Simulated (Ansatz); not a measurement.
SiMo₂C:
```
CELL_PARAMETERS angstrom
      3.10607     0.00000     0.00000
     -1.55304     2.68994     0.00000
      0.00000     0.00000    12.26098
ATOMIC_POSITIONS crystal
  Si 0.66667 0.33333 0.25000
  Si 0.33333 0.66667 0.75000
  Mo 0.66667 0.33333 0.90652
  Mo 0.33333 0.66667 0.09348
  Mo 0.33333 0.66667 0.40652
  Mo 0.66667 0.33333 0.59348
  C  0.00000 0.00000 0.00000
  C  0.00000 0.00000 0.50000
```

Relaxed with r²SCAN. Special points in fractions of this cell's reciprocal vectors: Γ (0.000, 0.000, 0.000); M (0.500, 0.000, 0.000); K (0.333, 0.333, 0.000); A (0.000, 0.000, 0.500); L (0.500, 0.000, 0.500); H (0.333, 0.333, 0.500).

Task: List the band energies nearest the Fermi level at these points for DFT-r²SCAN with spin–orbit coupling in the program Ansatz with PAW potentials.

Result: In eV from the Fermi level; about four levels below and three above (degenerate sets whole), none deeper than 8.9 eV; points with the same levels are listed once.

```
k                    below                above
-  -----------------------  -------------------
Γ  -0.72 -0.72 -0.68 -0.68  0.43 0.43 0.44 0.44
M  -3.33 -3.33 -1.12 -1.12  0.22 0.22 0.40 0.40
K  -0.57 -0.57 -0.47 -0.47  0.34 0.34 0.35 0.35
A  -0.91 -0.91 -0.91 -0.91  0.63 0.63 0.63 0.63
L  -0.68 -0.68 -0.68 -0.68  0.69 0.69 0.69 0.69
H  -0.66 -0.66 -0.58 -0.58  0.73 0.73 0.75 0.75
```

Space group P6_3/mmc. The start of the workflow was typed in or built on a structure type; neither database checked (COD, Materials Project) lists it. Whether it is the stable phase at ambient conditions was not checked. The cell was relaxed with r²SCAN under the symmetry of its start; whether a distortion lowers the energy is not shown. No spin polarisation was allowed.

Potentials: the later of the program's two PAW sets.
